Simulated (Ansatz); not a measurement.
Zr:
```
Zr
1.0
    2.90342     0.00000     0.00000
    0.00000     2.90342     0.00000
    0.00000     0.00000     2.90342
Zr
1
Direct
  0.00000   0.00000   0.00000
```

Relaxed with r²SCAN. Special points in fractions of this cell's reciprocal vectors: Γ (0.000, 0.000, 0.000); X (0.000, 0.500, 0.000); M (0.500, 0.500, 0.000); R (0.500, 0.500, 0.500).

Task: List the band energies nearest the Fermi level at these points for DFT-r²SCAN in the program Ansatz with PAW potentials.

Result: In eV from the Fermi level; about four levels below and three above (degenerate sets whole), none deeper than 8.9 eV; … stands for higher levels left out; points with the same levels are listed once.

```json
[
 {"k": "Γ", "below": "-5.34 -1.80 -1.80", "above": "…"},
 {"k": "X", "below": "-2.04 -0.90", "above": "0.27 2.87 2.87"},
 {"k": "M", "below": "-3.15 -0.26", "above": "3.56 3.56 …"},
 {"k": "R", "below": "-1.48 -1.48 -1.48", "above": "6.76 …"}
]
```

Space group Pm-3m (simple cubic). The cell is a constructed one: a structure type filled with these elements; neither database checked (COD, Materials Project) lists it. It is not the phase usual at ambient conditions (space group No. 194). The r²SCAN relaxation kept the symmetry of its start. At this level the phase is mechanically unstable. No spin polarisation was allowed. Spin–orbit coupling is left out wherever it is not named.

Potentials: the later of the program's two PAW sets.
